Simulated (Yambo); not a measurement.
How GW settings move the gap: CsCdF$_{3}$

G0W0@PBEsol for CsCdF₃ (cubic perovskite, space group Pm-3m, No. 221) in Yambo. Reference settings: 4×4×4 Γ-centred k mesh, bands 5 to 139 and a 7 Ry block in the screening, 139 bands in G with the Bruneval-Gonze terminator, plasmon pole fitted at 27.2 eV. The PBEsol gap R → Γ on this mesh is 3.23 eV; G0W0 gaps are taken between the same points.

```csv
change from the reference,G0W0 gap R → Γ (eV),shift of the valence edge (eV),rough Yambo cost
reference settings,6.19,-1.69,1
"42 bands in W, 42 bands in G",7.44,-1.96,about 1/5
"59 bands in W, 59 bands in G",6.85,-1.75,about 1/3
"109 bands in W, 109 bands in G",6.28,-1.68,about 1/3
"42 bands in W, 42 bands in G, 4 Ry block",7.57,-2.15,about 1/6
"42 bands in W, 42 bands in G, 2 Ry block",8.12,-2.75,about 1/6
"42 bands in W, 42 bands in G, 3 Ry block",7.63,-2.22,about 1/5
"59 bands in W, 59 bands in G, 6 Ry block",6.87,-1.78,about 1/3
"109 bands in W, 109 bands in G, 6 Ry block",6.30,-1.71,about 1/3
"82 bands in W, 82 bands in G, 4 Ry block",6.57,-1.85,about 1/2
"82 bands in W, 82 bands in G, 6 Ry block",6.48,-1.72,within a factor of two
2 Ry block,7.03,-2.47,within a factor of two
"109 bands in W, 109 bands in G, 4 Ry block",6.39,-1.83,within a factor of two
3 Ry block,6.36,-1.90,within a factor of two
2×2×2 mesh,6.21,-1.65,about 1/10
```

The reference isn't shown to be the converged limit. Costs are rough (shared machines), scaled to the same edge states, and given only for runs that recompute the screening.

Spin-orbit splittings are left out. The cell is held in this high symmetry; tilts and polar distortions were not searched.

Geometry of the Materials Project entry, not relaxed at this level; primitive cell a = 4.487 Å, b = 4.487 Å, c = 4.487 Å, α = 90.00°, β = 90.00°, γ = 90.00°.

The structure is a Materials Project entry; no match was found in the copy of COD used, and its stability was not checked.

A shift is the quasiparticle energy of the state minus its PBEsol energy.
